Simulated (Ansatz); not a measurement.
Geometry optimisation in Ansatz: input, command and trajectory.

```yaml
crystal:
  lattice:
    - [3.3756121144, 0.0, 0.0]
    - [0.0, 3.3756121144, 0.0]
    - [0.0, 0.0, 5.8238040877]
  atoms:
    - { symbol: Si, position: [0.5, 0.0, 0.2305] }
    - { symbol: Si, position: [0.0, 0.5, 0.7695] }
    - { symbol: Pd, position: [0.5, 0.0, 0.648] }
    - { symbol: Pd, position: [0.0, 0.5, 0.352] }
    - { symbol: C, position: [0.0, 0.0, 0.0] }
    - { symbol: C, position: [0.5, 0.5, 0.0] }
basis:
  ecutwfc: 420
kpoints:
  mp_grid: { grid: [6, 6, 4] }
hamiltonian:
  xc: pbe
scf:
  occupations: { method: gaussian, width: 0.1 }
  lower_state_search: "off"
output:
  forces: true
  stress: true
  eigenvalues: true
relax:
  adjacent_minimum: "off"
  f_tol: 0.04
  max_steps: 70
  cell: { stress_tol: 0.4 }
```

```bash
ansatz run input.yaml --threads 1 --pin off --max-ram 2560MiB --backend cpu --events-out ev --progress --plain --runs-dir out
```

These are results of Ansatz, DFT PBE, scalar-relativistic, plane waves, PAW, not measurements.

Of 11 frames 9 are shown, positions in Å and forces in eV/Å; the SCF threshold varies from step to step. Steps run on the plane waves of an earlier cell, with a Pulay correction in the pressure. The basis is chosen afresh for the last frame, the zero of the energies, and at times for earlier ones too; energy and pressure can step there, also at an unchanged geometry. Here that happened at step 9 (-4 meV/atom, 0.4 GPa); frames between the last choice of the basis and such a step carry an error that grows, as the cell changes, to that size.

```xyz
6
Lattice="3.3756 0.0000 0.0000 0.0000 3.3756 0.0000 0.0000 0.0000 5.8238" Properties=species:S:1:pos:R:3:forces:R:3 pbc="T T T" step=1 free_energy_over_end_meV_per_atom=360.33 pressure_GPa=13.66
Si    1.6878    0.0000    1.3424    0.0000    0.0000   -2.9393
Si    0.0000    1.6878    4.4814    0.0000    0.0000    2.9393
Pd    1.6878    0.0000    3.7738    0.0000    0.0000   -2.3649
Pd    0.0000    1.6878    2.0500    0.0000    0.0000    2.3649
C     0.0000    0.0000    0.0000    0.0000    0.0000    0.0000
C     1.6878    1.6878    0.0000    0.0000    0.0000    0.0000
6
Lattice="3.4292 0.0000 0.0000 0.0000 3.4292 0.0000 0.0000 0.0000 6.0256" Properties=species:S:1:pos:R:3:forces:R:3 pbc="T T T" step=2 free_energy_over_end_meV_per_atom=144.11 pressure_GPa=-1.67
Si    1.7146    0.0000    1.2576    0.0000    0.0000   -1.7172
Si    0.0000    1.7146    4.7680    0.0000    0.0000    1.7172
Pd    1.7146    0.0000    3.7143    0.0000    0.0000   -0.7829
Pd    0.0000    1.7146    2.3113    0.0000    0.0000    0.7829
C     0.0000    0.0000    0.0000    0.0000    0.0000    0.0000
C     1.7146    1.7146    0.0000    0.0000    0.0000    0.0000
6
Lattice="3.3720 0.0000 0.0000 0.0000 3.3720 0.0000 0.0000 0.0000 5.9332" Properties=species:S:1:pos:R:3:forces:R:3 pbc="T T T" step=3 free_energy_over_end_meV_per_atom=111.67 pressure_GPa=13.52
Si    1.6860    0.0000    1.0395    0.0000    0.0000    0.4709
Si    0.0000    1.6860    4.8937    0.0000    0.0000   -0.4709
Pd    1.6860    0.0000    3.5222    0.0000    0.0000    0.0458
Pd    0.0000    1.6860    2.4110    0.0000    0.0000   -0.0458
C     0.0000    0.0000    0.0000    0.0000    0.0000    0.0000
C     1.6860    1.6860    0.0000    0.0000    0.0000    0.0000
6
Lattice="3.4664 0.0000 0.0000 0.0000 3.4664 0.0000 0.0000 0.0000 5.8662" Properties=species:S:1:pos:R:3:forces:R:3 pbc="T T T" step=4 free_energy_over_end_meV_per_atom=63.56 pressure_GPa=3.28
Si    1.7332    0.0000    1.0360    0.0000    0.0000   -0.1161
Si    0.0000    1.7332    4.8302    0.0000    0.0000    0.1161
Pd    1.7332    0.0000    3.5030    0.0000    0.0000   -0.5145
Pd    0.0000    1.7332    2.3632    0.0000    0.0000    0.5145
C     0.0000    0.0000    0.0000    0.0000    0.0000    0.0000
C     1.7332    1.7332    0.0000    0.0000    0.0000    0.0000
6
Lattice="3.6275 0.0000 0.0000 0.0000 3.6275 0.0000 0.0000 0.0000 5.5831" Properties=species:S:1:pos:R:3:forces:R:3 pbc="T T T" step=5 free_energy_over_end_meV_per_atom=18.11 pressure_GPa=-3.07
Si    1.8137    0.0000    0.9060    0.0000    0.0000    0.0511
Si    0.0000    1.8137    4.6771    0.0000    0.0000   -0.0511
Pd    1.8137    0.0000    3.3100    0.0000    0.0000   -0.7028
Pd    0.0000    1.8137    2.2730    0.0000    0.0000    0.7028
C     0.0000    0.0000    0.0000    0.0000    0.0000    0.0000
C     1.8137    1.8137    0.0000    0.0000    0.0000    0.0000
6
Lattice="3.6509 0.0000 0.0000 0.0000 3.6509 0.0000 0.0000 0.0000 5.4866" Properties=species:S:1:pos:R:3:forces:R:3 pbc="T T T" step=7 free_energy_over_end_meV_per_atom=4.18 pressure_GPa=0.33
Si    1.8254    0.0000    0.8327    0.0000    0.0000    0.1130
Si    0.0000    1.8254    4.6539    0.0000    0.0000   -0.1130
Pd    1.8254    0.0000    3.1686    0.0000    0.0000   -0.0665
Pd    0.0000    1.8254    2.3181    0.0000    0.0000    0.0665
C     0.0000    0.0000    0.0000    0.0000    0.0000    0.0000
C     1.8254    1.8254    0.0000    0.0000    0.0000    0.0000
6
Lattice="3.6470 0.0000 0.0000 0.0000 3.6470 0.0000 0.0000 0.0000 5.5126" Properties=species:S:1:pos:R:3:forces:R:3 pbc="T T T" step=8 free_energy_over_end_meV_per_atom=3.91 pressure_GPa=0.19
Si    1.8235    0.0000    0.8458    0.0000    0.0000    0.0085
Si    0.0000    1.8235    4.6667    0.0000    0.0000   -0.0085
Pd    1.8235    0.0000    3.1744    0.0000    0.0000   -0.0169
Pd    0.0000    1.8235    2.3382    0.0000    0.0000    0.0169
C     0.0000    0.0000    0.0000    0.0000    0.0000    0.0000
C     1.8235    1.8235    0.0000    0.0000    0.0000    0.0000
6
Lattice="3.6470 0.0000 0.0000 0.0000 3.6470 0.0000 0.0000 0.0000 5.5126" Properties=species:S:1:pos:R:3:forces:R:3 pbc="T T T" step=9 free_energy_over_end_meV_per_atom=0.17 pressure_GPa=0.64
Si    1.8235    0.0000    0.8458    0.0000    0.0000    0.0019
Si    0.0000    1.8235    4.6667    0.0000    0.0000   -0.0019
Pd    1.8235    0.0000    3.1744    0.0000    0.0000   -0.0149
Pd    0.0000    1.8235    2.3382    0.0000    0.0000    0.0149
C     0.0000    0.0000    0.0000    0.0000    0.0000    0.0000
C     1.8235    1.8235    0.0000    0.0000    0.0000    0.0000
6
Lattice="3.6582 0.0000 0.0000 0.0000 3.6582 0.0000 0.0000 0.0000 5.5093" Properties=species:S:1:pos:R:3:forces:R:3 pbc="T T T" step=11 free_energy_over_end_meV_per_atom=0.00 pressure_GPa=-0.05
Si    1.8291    0.0000    0.8375    0.0000    0.0000    0.0163
Si    0.0000    1.8291    4.6718    0.0000    0.0000   -0.0163
Pd    1.8291    0.0000    3.1656    0.0000    0.0000    0.0051
Pd    0.0000    1.8291    2.3437    0.0000    0.0000   -0.0051
C     0.0000    0.0000    0.0000    0.0000    0.0000    0.0000
C     1.8291    1.8291    0.0000    0.0000    0.0000    0.0000
```

The start puts this composition into another compound's structure type, which needn't suit it. At the end the space group is P4/nmm (tolerance 0.05 Å).

It took 74 s on 1 thread of Arm Neoverse N1, with other jobs on the host, peak memory 0.36 GiB.

The k mesh is coarse.